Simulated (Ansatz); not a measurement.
¹³⁷Ba quadrupole couplings across 8 crystals

Level of theory: DFT, PBE, plane waves and PAW, scalar-relativistic, 420 eV cutoff (Ansatz 0.2.0). Q = 236.0 mb (Pyykkö 2018), I = 3/2. The cells come from the COD and the Materials Project (computed, not necessarily observed phases), with the atoms as given or relaxed (PBE, cell held). Calculated pressures reach 3 GPa in size and forces 0.3 eV/Å in them. Spin–orbit coupling is left out, which moves gradients at and beside heavy atoms (Ba, Hf) by some per cent and at some sites by far more. At most two sites a crystal are listed; metals, magnetic cells and gradients under 0.03 × 10²¹ V/m² (0.12 where the gap is under 1 eV) that symmetry doesn't force to zero are left out, and those under about 0.1 are uncertain even in sign.

| crystal | space group | first shell of Ba | C_Q (MHz) | η |
| --- | --- | --- | --- | --- |
| Ba5Hf2N6 | C2/c | 2 N at 2.64 Å, angle 114° | 56.8 | 0.84 |
| Ba4TiN4 | P-1 | 4 N at 2.69–2.81 Å | -109 | 0.19 |
| Ba4TiN4 | P-1 | 5 N at 2.68–2.91 Å | 99.0 | 0.58 |
| Ba5Hf2N6 | C2/c | 5 N at 2.66–3.19 Å | 46.9 | 0.36 |
| Ba3Al3N5 | P-1 | 6 N at 2.66–3.32 Å; also 5 Al at 3.26–3.57 Å, 4 Ba at 3.47–3.69 Å, 1 N at 3.67 Å | 126 | 0.71 |
| Ba2SnSe4 | P2_1/c | 7 Se at 3.23–3.68 Å | 44.7 | 0.69 |
| Ba3Al3N5 | P-1 | 8 N at 2.82–3.38 Å; also 6 Al at 3.09–3.51 Å, 3 Ba at 3.58–3.75 Å | 77.6 | 0.62 |
| BaZnPF | P4/nmm | 4 F at 2.63 Å, 4 P at 3.40 Å | ? | ? |
| Ba2MgC6N6O6 | R-3 | 3 N at 2.81 Å, 6 O at 2.86–2.91 Å | ? | ? |
| Ba2SnSe4 | P2_1/c | 9 Se at 3.29–3.83 Å | 31.7 | 0.67 |
| BaSrYNbO6 | P-1 | 12 O at 2.74–3.49 Å | -17.4 | 0.90 |
| BaTiO3 | P4mm | 12 O at 2.79–2.88 Å | ? | ? |

**Question.** Estimate the withheld values.

**Answer.** BaZnPF (4 F at 2.63 Å, 4 P at 3.40 Å): C_Q = -5.26 MHz, η = 0.00; Ba2MgC6N6O6 (3 N at 2.81 Å, 6 O at 2.86–2.91 Å): C_Q = 64.1 MHz, η = 0.00; BaTiO3 (12 O at 2.79–2.88 Å): C_Q = -3.97 MHz, η = 0.00.

By the number of first neighbours, |C_Q| spans 47 to 99 MHz with 5, 5.3 to 78 MHz with 8, 32 to 64 MHz with 9, 4.0 to 17 MHz with 12.

In Ba4TiN4, BaZnPF small gradients can still move by 0.1 × 10²¹ V/m² or more with the k-mesh.

The crystals are a selection from a larger pool of database entries, not a random sample of it.
